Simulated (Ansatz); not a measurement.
**Sc3Ga: reading a single point**

```yaml
crystal:
  lattice:
    - [6.20188, 0.00000, 0.00000]
    - [-3.10094, 5.37099, 0.00000]
    - [0.00000, 0.00000, 5.00613]
  atoms:
    - { symbol: Sc, position: [0.83300, 0.16700, 0.25000] }
    - { symbol: Sc, position: [0.66600, 0.83300, 0.75000] }
    - { symbol: Sc, position: [0.83300, 0.66600, 0.25000] }
    - { symbol: Sc, position: [0.16700, 0.83300, 0.75000] }
    - { symbol: Sc, position: [0.33400, 0.16700, 0.25000] }
    - { symbol: Sc, position: [0.16700, 0.33400, 0.75000] }
    - { symbol: Ga, position: [0.33330, 0.66670, 0.25000] }
    - { symbol: Ga, position: [0.66660, 0.33330, 0.75000] }
```

Level: r2SCAN, no spin polarisation; 500 eV; 6×6×7 Γ-centred mesh; gaussian occupations (width 0.0131 eV); Ansatz 0.2.0, fixed geometry.

Problem. Which atom feels the largest force, and which way?

Solution. The largest is on Sc2 (and as large on other atoms): 0.64 eV/Å, components (-0.56, -0.32, 0.00). It makes 54° with the line to a nearest neighbour, Ga7 at 3.08 Å.

Problem. What do density and ELF say about some of the short contacts?

Solution. Sc–Ga at 3.08 Å: least valence density 0.15 e/Å³ and ELF 0.22 there. Sc–Sc at 3.08 Å: least valence density 0.12 e/Å³ and ELF 0.14 there. These are pseudo-fields; inside the PAW spheres they differ from the all-electron ones.

Problem. How is the charge shared?

Solution. Bader charges in e: Sc +1.02, Ga -2.52. In the mean Sc gives up most and Ga takes most. There are 4 density maxima away from the nuclei.

Problem. Is there a gap?

Solution. It is a metal, with about 13 states/eV a cell as the mean within 0.25 eV of the Fermi level, mostly Sc d (87 %).

Problem. Is the cell too large or too small?

Solution. The pressure is 0.9 GPa (compression positive), so with the atoms held at these fractions the cell would first expand.

Origin: a known structure type with other elements, at an estimated volume, so it need not be a known compound. Caveats: many states at the Fermi level without spin polarisation, so a magnetic state may lie lower.
